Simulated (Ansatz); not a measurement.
SrHfN2:
```yaml
crystal:
  lattice:
    - [1.67052, 0.96447, 5.90397]
    - [-1.67052, 0.96447, 5.90397]
    - [0.00000, -1.92895, 5.90397]
  atoms:
    - { symbol: Sr, position: [0.00000, 0.00000, 0.00000] }
    - { symbol: Hf, position: [0.50000, 0.50000, 0.50000] }
    - { symbol: N, position: [0.23281, 0.23281, 0.23281] }
    - { symbol: N, position: [0.76719, 0.76719, 0.76719] }
```

Relaxed with r²SCAN. Special points in fractions of this cell's reciprocal vectors: Γ (0.000, 0.000, 0.000); T (0.500, 0.500, 0.500); H2 (0.816, 0.184, 0.500); H0 (0.500, -0.184, 0.184); L (0.500, 0.000, 0.000); S0 (0.342, -0.342, 0.000); S2 (0.658, 0.000, 0.342); F (0.500, 0.000, 0.500).

Q: List the band energies nearest the valence-band maximum at these points for the program Ansatz at the r²SCAN with spin–orbit coupling level (PAW).

A: In eV from the valence-band maximum; about four levels below and three above (degenerate sets whole), none deeper than 8.9 eV; points with the same levels are listed once.

```
k                     below                above
--  -----------------------  -------------------
Γ     -0.09 -0.09 0.00 0.00  2.75 2.75 3.38 3.38
T   -0.54 -0.54 -0.47 -0.47  3.44 3.44 3.69 3.69
H2  -1.94 -1.94 -1.55 -1.55  3.13 3.13 4.54 4.54
L   -1.91 -1.91 -1.26 -1.26  2.61 2.61 2.74 2.74
S0  -1.98 -1.98 -1.50 -1.50  3.20 3.20 4.76 4.76
F   -0.81 -0.81 -0.58 -0.58  0.59 0.59 5.34 5.34
```

Space group R-3m. The first step of the workflow began from a Materials Project structure, measured or hypothetical; the Crystallography Open Database copy checked does not list it. Its standing as an ambient phase is unchecked. The r²SCAN relaxation kept the symmetry of its start; whether a distortion lowers the energy is not shown. No spin polarisation was allowed.

Potentials: the later of the program's two PAW sets.
